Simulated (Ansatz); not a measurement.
NaIn in space group Fd-3m (No. 227; In on 8a, Na on 8b) under volume change, DFT-PBEsol in the program Ansatz with PAW potentials, scaled uniformly.

```csv
V (Å³/atom),E − E(relaxed) (meV/atom),P (GPa)
22.234,…,…
22.967,…,…
23.700,1.9,0.87
24.433,0.0,0.00
25.166,1.7,-0.72
25.899,6.4,-1.34
26.632,13.8,-1.86
```

### Question
Fill in the missing entries.

### Answer

- 22.967, E − E(relaxed) (meV/atom): 8.2
- 22.967, P (GPa): 1.90
- 22.234, E − E(relaxed) (meV/atom): 19.6
- 22.234, P (GPa): 3.12

### Question
What does a third-order Birch–Murnaghan fit give for V₀, B₀ and B′?

### Answer
V₀ = 24.44 Å³/atom, B₀ = 26.4 GPa, B′ = 4.7.

The workflow started from an entry of the Crystallography Open Database (COD). Whether it is the stable phase at ambient conditions was not checked. The cell was relaxed with PBEsol under the symmetry of its start; whether a distortion lowers the energy is not shown.

Potentials: the later of the program's two PAW sets.
